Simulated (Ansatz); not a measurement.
The slice is one period of a {110} plane through atoms; its size isn't given.

Calculation: PBE (plane waves to 420 eV, PAW, scalar-relativistic; Ansatz, a program for electronic structure). Inside the PAW spheres the values are not all-electron values, and peaks at nuclei hang on which shells count as valence.

```
|%%%%%%%%##++==--::............::--==++##%%%%%%|
|%%%%%%##**++==--::............::--==++**##%%%%|
|%%%%##**++==--::::....    ....::::--==++**##%%|
|####**++++==--::....        ....::--==++++**##|
|++++++====--::....            ....::--====++++|
|======----::::..                ..::::----====|
|--------::::....                ....::::------|
|------::::....                    ....::::----|
|======--::::....                ....::::--====|
|****++====--::..                ..::--====++**|
|######**++==--::..            ..::--==++**####|
|@@@@%%%%##++==::....        ....::==++##%%%%@@|
|@@@@@@@@%%**++--::....    ....::--++**%%@@@@@@|
|@@@@@@@@%%##++==::............::==++##%%@@@@@@|
|@@@@@@@@@@%%**==::............::==**%%@@@@@@@@|
|@@@@@@@@@@%%**==--............--==**%%@@@@@@@@|
|@@@@@@@@@@%%**==::............::==**%%@@@@@@@@|
|@@@@@@@@%%##++==::............::==++##%%@@@@@@|
|@@@@@@@@%%**++--::....    ....::--++**%%@@@@@@|
|@@@@%%%%##++==::....        ....::==++##%%%%@@|
|######**++==--::..            ..::--==++**####|
|****++====--::..                ..::--====++**|
|======--::::....                ....::::--====|
|------::::....                    ....::::----|
|--------::::....                ....::::------|
|======----::::..                ..::::----====|
|++++++====--::....            ....::--====++++|
|####**++++==--::....        ....::--==++++**##|
|%%%%##**++==--::::....    ....::::--==++**##%%|
|%%%%%%##**++==--::............::--==++**##%%%%|
|%%%%%%%%##++==--::............::--==++##%%%%%%|
|%%%%%%%%##**==--::............::--==**##%%%%%%|
```
Scale: ten equal steps from -0.85 (start of ' ') to 0.72 (end of '@'), in the order ' .:-=+*#%@'. Values: log₁₀ of the valence density in e/Å³. The map has 23 points along u (two characters each, u = 0 at the left) and 32 along v (v = 0 in the bottom row). The scale is logarithmic, as a density can span decades between atoms and voids.

```
|xxx899964210012469998xx|
|xxx999863100001368999xx|
|78999975310000135799998|
|99999864210000124689999|
|99998653210000123568999|
|77765432100000012345677|
|33222211000000001122223|
|00000000000000000000000|
|00000000000000000000000|
|44332000000000000012334|
|87775310000000000135777|
|99998630000000000368999|
|88999851000000001589998|
|xxx998620000000026899xx|
|xxx899630000000036998xx|
|xxx899730000000037998xx|
|xxx899630000000036998xx|
|xxx998620000000026899xx|
|88999851000000001589998|
|99998630000000000368999|
|87775310000000000135777|
|44332100000000000002334|
|00000000000000000000000|
|00000000000000000000000|
|33222211000000001122223|
|77765432100000012345677|
|99998653210000123568999|
|99999864210000124689999|
|78999975310000135799998|
|xxx999863100001368999xx|
|xxx899964210012469998xx|
|xxx799974210012479997xx|
```
Scale: ten equal steps from 0.14 (start of '0') to 0.80 (end of '9'), in the order '0123456789'. Values: electron localisation function (ELF). The map has 23 points along u (one character each, u = 0 at the left) and 32 along v (v = 0 in the bottom row). Points within 0.4 Å of a nucleus are blanked (x), as the pseudised field means little there.

Task: Which relaxed crystal do these maps come from?
A. VN (rock salt)
B. NbN (rock salt)
C. TiC (rock salt)

Result: B, NbN (rock salt). Atoms on the slice: N at (0.00, 0.00); Nb at (0.00, 0.50)

All were relaxed with their symmetry unable to fall. NbN is run without spin polarisation. This is a high-temperature form of NbN. TiC is run without spin polarisation. VN is run without spin polarisation.
